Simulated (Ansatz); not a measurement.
## TiCo: from a starting cell to a relaxed one

The start is a relaxed TiCo cell, doubled along one cell vector, shaken by Gaussian noise of σ = 0.08 Å a coordinate. Cell shape, volume and atoms are optimised at zero target pressure with PBEsol (plane waves to 420 eV, PAW, scalar-relativistic; Ansatz, a first-principles code). The first steps use a coarse 7×4×7 k-mesh.

Input geometry:
```yaml
crystal:
  lattice:
    - [4.51984, 0.00000, 0.00000]
    - [0.00000, 9.03968, 0.00000]
    - [0.00000, 0.00000, 4.51984]
  atoms:
    - { symbol: Ti, position: [0.00048, 0.25837, 0.49175] }
    - { symbol: Ti, position: [0.97119, 0.75910, 0.48005] }
    - { symbol: Ti, position: [0.49079, 0.26132, 0.98318] }
    - { symbol: Ti, position: [0.51356, 0.74217, 0.01764] }
    - { symbol: Ti, position: [0.49593, 0.00011, 0.51731] }
    - { symbol: Ti, position: [0.53453, 0.49790, 0.47466] }
    - { symbol: Co, position: [0.52196, 0.00303, 0.97759] }
    - { symbol: Co, position: [0.48824, 0.49229, 0.00205] }
    - { symbol: Co, position: [0.01018, 0.98666, 0.53221] }
    - { symbol: Co, position: [0.01195, 0.48706, 0.49696] }
    - { symbol: Co, position: [0.01185, 0.26612, 0.99880] }
    - { symbol: Co, position: [0.98731, 0.75000, 0.01838] }
```

```json
{
 "energy_released": "0.97 eV/atom",
 "volume_change": "-12.6 %, from 15.39 to 13.44 Å³/atom",
 "Shortest distances (start → end)": "The closest pairs of elements (up to four, under 3.6 Å), start → end: Co–Ti 2.07 → 2.20 Å; Co–Co 2.97 → 2.20 Å; Ti–Ti 2.94 → 2.75 Å",
 "optimiser_moves": "30"
}
```

Final values are on a 10×12×6 k-mesh of the relaxed cell. The start holds a very short contact (Co–Ti 2.07 Å). No spin polarisation in the result. A magnetic state may lie lower.

Of the parent cell (Pm-3m (No. 221)): The first start was generated by placing the elements on the sites of a structure type. Materials Project lists a structure of TiCo in the same space group, Pm-3m (No. 221); the sites were not compared with it, nor with measured phases.

The relaxed structure here is a generated cell of TiCo: the first start was made by placing the elements on the sites of a structure type, and the end was not matched to a known phase here, so it may be hypothetical. Known forms of TiCo include space group No. 221.
